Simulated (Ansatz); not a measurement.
Here is an unrelaxed guess for Al₃Sb₂P.

```yaml
crystal:
  lattice:
    - [2.11845, -7.11522, 0.00000]
    - [2.11845, 7.11522, 0.00000]
    - [0.00000, 0.00000, 4.38427]
  atoms:
    - { symbol: Al, position: [0.50000, 0.50000, 0.50000] }
    - { symbol: Al, position: [0.31500, 0.68500, 0.00000] }
    - { symbol: Al, position: [0.68500, 0.31500, 0.00000] }
    - { symbol: Sb, position: [0.12500, 0.87500, 0.50000] }
    - { symbol: Sb, position: [0.87500, 0.12500, 0.50000] }
    - { symbol: P, position: [0.00000, 0.00000, 0.00000] }
```

The calculation used DFT PBE, scalar-relativistic, plane waves, PAW in Ansatz 0.2.0. Plane waves to 420 eV, a k mesh through Γ of 4×4×4 on the computed 6-atom cell and Gaussian smearing (0.10 eV); no spin polarisation.

The zero of energy is the elements' standard structures at the same level; no fitted shifts are applied. The references include black phosphorus.

Question: Estimate its pressure, forces and energy as it stands.

Answer: The pressure is 0.9 GPa (the mean over three directions, positive in compression), the largest force is 1.24 eV/Å, and the energy is +0.38 eV/atom against the elements. The shortest distance is 2.77 Å.

Question: Is it a good guess?

Answer: A rough one: relaxing gains about 0.20 eV/atom (the start's value is from the coarse mesh, so the gain is rough) in 41 ionic steps and ends at +0.17 eV/atom on the finer mesh. The symmetry stays Cmmm (No. 65). The volume per atom grows by 0.8 %, from 22.0 to 22.2 Å³. The shortest distance goes from 2.77 Å (Al–Sb) to 2.46 Å (Al–P). Conventional cell: a = 3.406 Å, b = 21.956 Å, c = 3.564 Å. Al on a site of symmetry mmm has 4 P at 2.46 Å and 4 Sb at 3.25 Å; Sb has 4 Al at 2.96 Å, 2 Al at 3.25 Å, 2 P at 3.29 Å and 4 Sb at 3.41–3.56 Å; P is surrounded by 4 Al at 2.46 Å and 4 Sb at 3.29 Å; 1 more site not described.

The last run used a 12×12×10 mesh (in the run's order of axes) for its 6-atom cell and Gaussian smearing of 0.10 eV. Spin–orbit coupling, which can matter for Sb, is left out. The reference form of P is held partly by dispersion forces, which this level lacks. The relaxation can't lower the symmetry of the start, and the grade says only how near the guess is to its own end. A structure relaxed within its symmetry needn't be a true minimum. Another cell of Al3Sb2P relaxed alike, in P4mm, lies 95 meV/atom lower, so this cell isn't the stable form at this level.
